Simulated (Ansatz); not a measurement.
**Zone-centre phonons of YIn at 3 GPa: input and output**

All numbers below come from DFT LDA, scalar-relativistic, plane waves, PAW in Ansatz 0.2.0.

Launched with:
```bash
ansatz run input.yaml --threads 1 --pin off --max-ram 3072MiB --backend cpu --events-out ev --progress --plain --runs-dir out
```

Input (bare energies are in eV):
```yaml
crystal:
  lattice:
    - [3.6184246109, 0.0, 0.0]
    - [0.0, 3.6184246109, 0.0]
    - [0.0, 0.0, 3.6184246109]
  atoms:
    - { symbol: "Y", position: [0.5, 0.5, 0.5] }
    - { symbol: In, position: [0.0, 0.0, 0.0] }
basis:
  ecutwfc: 420
kpoints:
  mp_grid: { grid: [12, 12, 12] }
hamiltonian:
  xc: lda
scf:
  occupations: { method: fermi_dirac, width: 0.15 }
output:
  eigenvalues: true
phonons:
  method: dfpt
  eigenvectors: true
```

Results section of the output:
```
--- Phonons (Γ-DFPT): 2 representative perturbations + reference, on 196 of 1728 k-points (Σ response iterations 6) ---
  k mesh reduced under 8 symmetry operations, with k and −k counted as one. Each operation leaves every solved perturbation unchanged. A smaller set is not used because it would not reduce the number of displacements ...
  ASR residual: 4.132e-4 → 0.000e0 eV/Å²; symmetrization residual: 4.054e-5 eV/Å²
  ASR residual per site (eV/Å²): 4.13e-4 3.54e-5
  Γ frequencies (cm⁻¹): 0.00 0.00 0.00 147.31 147.31 147.31
  non-analytic LO–TO correction: not included (Born effective charges unavailable; polar crystals: no LO–TO splitting at Γ)
```

Time: 37 s on 1 thread of Arm Neoverse V2 (shared host), peak memory 0.72 GiB.

In a metal, frequencies and elastic constants depend on the k mesh and the smearing, soft modes and shear constants most.